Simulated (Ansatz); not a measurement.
Nb₄N₃:
```cif
data_N6Nb8
_chemical_formula_sum 'Nb8 N6'
_space_group_name_H-M_alt 'I4/mmm'
_space_group_IT_number 139
_space_group_name_Hall '-I 4 2'
_cell_length_a 4.36200
_cell_length_b 4.36200
_cell_length_c 8.57984
_cell_angle_alpha 90.000
_cell_angle_beta 90.000
_cell_angle_gamma 90.000
loop_
_atom_site_label
_atom_site_type_symbol
_atom_site_symmetry_multiplicity
_atom_site_Wyckoff_symbol
_atom_site_fract_x
_atom_site_fract_y
_atom_site_fract_z
_atom_site_occupancy
Nb1 Nb 4 c 0.00000 0.50000 0.00000 1
Nb2 Nb 4 e 0.00000 0.00000 0.25307 1
N1 N 4 d 0.00000 0.50000 0.25000 1
N2 N 2 a 0.00000 0.00000 0.00000 1
```
(The calculation used a cell of 7 atoms; values per cell refer to that cell.)

Relaxed with PBEsol.

**Question.** Which orbitals make up the states near the Fermi level in the program Ansatz at the PBEsol level (PAW)?

**Answer.** Within 0.5 eV of the Fermi level: Nb 4d 85 %, N 2p 10 %. Projections are on Löwdin-orthogonalised atomic valence shells; empty p or d shells of many metals are not among them.

**Question.** Tabulate the density of states.

**Answer.** States/eV per cell of 7 atoms, in 0.25 eV bins, energy from the Fermi level.

```
E (eV)  total  Nb 4d  N 2p  Nb 5s
------  -----  -----  ----  -----
-7.85    1.99   0.72  1.00   0.17
-7.60    3.25   1.10  1.70   0.29
-7.35    3.88   1.25  2.10   0.34
-7.10    3.95   1.24  2.21   0.32
-6.85    4.02   1.28  2.30   0.27
-6.60    4.53   1.54  2.62   0.19
-6.35    6.47   2.27  3.81   0.17
-6.10    8.48   2.93  5.10   0.14
-5.85    7.56   2.49  4.64   0.08
-5.60    7.78   2.58  4.75   0.05
-5.35    5.49   1.84  3.36   0.04
-5.10    4.16   1.45  2.51   0.02
-4.85    3.85   1.38  2.30   0.02
-4.60    2.79   1.06  1.61   0.02
-4.35    1.21   0.44  0.71   0.01
-4.10    0.54   0.17  0.34   0.01
-3.85    0.55   0.28  0.23   0.03
-3.60    1.03   0.66  0.24   0.10
-3.35    1.68   1.11  0.35   0.17
-3.10    2.06   1.45  0.34   0.21
-2.85    2.47   1.83  0.32   0.24
-2.60    3.13   2.39  0.33   0.31
-2.35    2.97   2.27  0.32   0.28
-2.10    2.54   1.99  0.30   0.17
-1.85    3.01   2.45  0.35   0.11
-1.60    3.95   3.28  0.48   0.08
-1.35    4.34   3.61  0.49   0.12
-1.10    3.47   2.81  0.40   0.13
-0.85    3.63   2.86  0.47   0.15
-0.60    3.13   2.57  0.43   0.07
-0.35    3.11   2.65  0.31   0.08
-0.10    3.31   2.81  0.33   0.08
0.15     2.44   2.07  0.26   0.05
0.40     2.23   1.90  0.24   0.03
0.65     2.46   2.11  0.26   0.03
0.90     3.67   3.14  0.38   0.04
1.15     5.90   4.85  0.77   0.09
1.40     5.95   4.87  0.76   0.12
1.65     4.19   3.54  0.46   0.08
1.90     5.02   4.26  0.56   0.06
2.15     6.60   5.57  0.79   0.09
2.40     7.17   6.00  0.89   0.08
2.65     7.16   6.18  0.73   0.08
2.90     5.68   4.99  0.44   0.07
3.15     5.32   4.55  0.46   0.09
3.40     5.24   4.32  0.56   0.11
3.65     7.23   5.91  0.79   0.23
3.90     4.80   3.78  0.55   0.15
4.15     3.87   2.51  0.59   0.27
4.40     3.52   2.17  0.61   0.24
```

The workflow started from a Materials Project entry (that database holds measured and hypothetical structures alike); the Crystallography Open Database copy checked does not list it. Its standing as an ambient phase is unchecked. The PBEsol relaxation kept the symmetry of its start; of distortions, only those at the zone centre were tested. No spin polarisation was allowed. With an odd number of electrons in the cell and no spin polarisation, the count alone makes it a metal. Spin–orbit coupling is left out wherever it is not named.

Potentials: the later of the program's two PAW sets.
